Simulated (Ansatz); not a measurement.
## Pressure coefficients of FeO

```yaml
crystal:
  lattice:
    - [0.00000, 2.15540, 2.15540]
    - [2.15540, 0.00000, 2.15540]
    - [2.15540, 2.15540, 0.00000]
  atoms:
    - { symbol: Fe, position: [0.00000, 0.00000, 0.00000] }
    - { symbol: O, position: [0.50000, 0.50000, 0.50000] }
```

The cell is COD entry 9008636, as deposited and not checked against the literature; nothing was relaxed. It differs from other determinations.

Semilocal functionals without U often leave such compounds metallic or with too small a gap, and the real magnetic order may differ.

Other magnetic orders may lie lower; this is the state that the run reached.

These are results of Ansatz 0.2.0, DFT, PBE, all-electron LAPW, scalar-relativistic, not measurements.

Settings: a Γ-centred 15×15×15 k mesh, Fermi–Dirac smearing of 0.03 eV, basis error target 1 meV/atom, spin-polarised from start moments Fe1 3 μB.

The cell is scaled evenly with fractional coordinates held.

```json
{"V/V(cell)": "0.9750", "P (GPa)": "4.56", "cell moment (μB)": "4.000"}
{"V/V(cell)": "1.0000", "P (GPa)": "-0.37", "cell moment (μB)": "4.000"}
{"V/V(cell)": "1.0250", "P (GPa)": "-4.67", "cell moment (μB)": "4.001"}
{"V/V(cell)": "1.0500", "P (GPa)": "-8.41", "cell moment (μB)": "4.001"}
```

(1) From the rows at 0.9750 and 1.0250, what is the bulk modulus at the cell's volume?

(2) How does the moment scale with volume?

(3) Predict the row at V/V(cell) = 0.9500. How far is a linear estimate of P off?

## Answers

(1) B = −ΔP/Δln V = −[(-4.67) − (4.56)]/0.05001 = 184.6 GPa.

(2) dln M/dln V = ln(4.001/4.000)/0.05001 = 0.00: the moment hardly moves, as with a saturated or integer moment.

(3) P = 10.23 GPa, moment 4.000 μB. The linear estimate P(cell) − B ln(V/V(cell)) = 9.10 GPa misses by 1.13 GPa, since the modulus grows under compression.
